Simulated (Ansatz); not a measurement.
One crystal and one scan (scan of one atom of the cell) at two levels, r2SCAN (plane waves to 500 eV, PAW, scalar-relativistic; Ansatz, an electronic-structure program) and PBE (plane waves to 420 eV, PAW, scalar-relativistic; Ansatz), each from its own relaxed cell and on its own mesh. The cell shown is that of r2SCAN.

Relaxed BN (wurtzite):

```yaml
crystal:
  lattice:
    - [2.54397, 0.00000, 0.00000]
    - [-1.27198, 2.20314, 0.00000]
    - [0.00000, 0.00000, 4.20774]
  atoms:
    - { symbol: B, position: [0.66667, 0.33333, 0.99990] }
    - { symbol: B, position: [0.33333, 0.66667, 0.49990] }
    - { symbol: N, position: [0.66667, 0.33333, 0.62530] }
    - { symbol: N, position: [0.33333, 0.66667, 0.12530] }
```

Scan: atom 1 (B, nearest neighbour N at 1.561 Å; its periodic images, 2.5 Å or more away, move with it) is displaced along Cartesian x, direction (1.000, 0.000, 0.000) in Cartesian axes, by s. The other atoms stay.

The energy includes the smearing's −TS. BN was relaxed with its symmetry unable to fall. Percentages come from the unrounded values. Both scans cover s from -0.470 to 0.470 Å.

Results of r2SCAN:

* **Lattice constant a (Å)**: 2.544
* **Lattice constant c (Å)**: 4.208
* **Relaxed volume (Å³/atom)**: 5.90
* **Energy at s = 0.470 Å (meV/cell)**: 2799
* **Force along the line at s = -0.470 Å (eV/Å)**: 12.12
* **Force constant k = d²E/ds² at s = 0 (finite differences) (eV/Å²)**: 25.16
* **Symmetry of the curve**: even: the same for both signs
* **Shape of the curve**: a single well with its minimum at or next to zero displacement

Task: Estimate the PBE values.

Result: 
```tsv
quantity	PBE	r2SCAN − PBE
Lattice constant a (Å)	2.555	-0.011 (-0.4 %)
Lattice constant c (Å)	4.225	-0.017 (-0.4 %)
Relaxed volume (Å³/atom)	5.97	-0.07 (-1.2 %)
Energy at s = 0.470 Å (meV/cell)	2701	+98 (+3.6 %)
Force along the line at s = -0.470 Å (eV/Å)	11.66	+0.46 (+3.9 %)
Force constant k = d²E/ds² at s = 0 (finite differences) (eV/Å²)	24.40	+0.76 (+3.1 %)
```

r2SCAN gives the higher value for: energy at s = 0.470 Å; force along the line at s = -0.470 Å; force constant k = d²E/ds² at s = 0. r2SCAN gives the lower value for: lattice constant a; lattice constant c; relaxed volume. Both give the same symmetry of the curve: even: the same for both signs. Neither level is exact: the differences show how much the result hangs on the functional.

(A displaced cell: forces are minus the slopes of the energy, force constants its curvatures, and phonons follow from these.)
